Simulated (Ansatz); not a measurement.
Ru:
Space group P6₃/mmc (No. 194); a = b = 2.6747 Å, c = 4.2256 Å, α = β = 90.00°, γ = 120.00°

| atom | site | symmetry | x | y | z |
|---|---|---|---|---|---|
| Ru | 2d | -6m2 | 0.6667 | 0.3333 | 0.2500 |

Relaxed at zero pressure with DFT-LDA in the program Ansatz with PAW potentials.

### Question
The volume is lowered by 6 % and shape and atoms relax at that volume. What pressure results, and how do the axes share the change?

### Answer
26.3 GPa; a -2.1 %, b -2.1 %, c -1.9 %; the energy rises by 61 meV/atom.

### Question
Give the new structure.

### Answer

Space group P6₃/mmc (No. 194); a = b = 2.618 Å, c = 4.147 Å, α = β = 90.00°, γ = 120.00°

```csv
atom,site,symmetry,x,y,z
Ru,2d,-6m2,0.6667,0.3333,0.2500
```

The phase is kept; no other phase was compared at this pressure.

Space group P6_3/mmc (hcp (Mg type)). The cell was relaxed with LDA under the symmetry of its start. The run is not spin-polarised. Axis ratios of metals converge slowly with the k-mesh, so a and c are less sure than the volume.

Potentials: the later of the program's two PAW sets.
